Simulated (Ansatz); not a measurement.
CaO (zinc blende, F-43m), DFT-r²SCAN in the program Ansatz with PAW potentials. The conduction-band minimum lies at Γ, with 1 equivalent valley. Second derivatives d²E/dk² of the lowest band at one valley (eV·Å²), along Cartesian directions:

```json
[
 {"direction": "[100]", "d²E/dk²": "17.64"},
 {"direction": "[010]", "d²E/dk²": "17.64"},
 {"direction": "[001]", "d²E/dk²": "17.64"},
 {"direction": "[110]", "d²E/dk²": "17.64"},
 {"direction": "[101]", "d²E/dk²": "17.64"},
 {"direction": "[011]", "d²E/dk²": "17.64"}
]
```

### Question
Find the principal effective masses, the density-of-states mass and the conductivity mass.

### Answer
Off-diagonal terms follow from H_xy = H[110] − (H_xx + H_yy)/2, and m*/mₑ = 7.620 eV·Å² over each eigenvalue: 0.43, 0.43, 0.43. One valley's DOS mass (m₁m₂m₃)^(1/3) = 0.43, conductivity mass 3/(Σ 1/mᵢ) = 0.43 mₑ.

### Question
What effective density of states Nc follows at 300 K for parabolic valleys?

### Answer
Nc = 2.509e19 × 1 × (0.43)^(3/2) ≈ 7.1e18 cm⁻³.

The start of the workflow was typed in or built on a structure type; neither database checked (COD, Materials Project) lists it. It is not the phase usual at ambient conditions (space group No. 225). The r²SCAN relaxation kept the symmetry of its start; its stability against distortions is not shown here.

Potentials: the later of the program's two PAW sets.

Edges and masses are those of Kohn–Sham bands, whose gap is no quasiparticle gap.
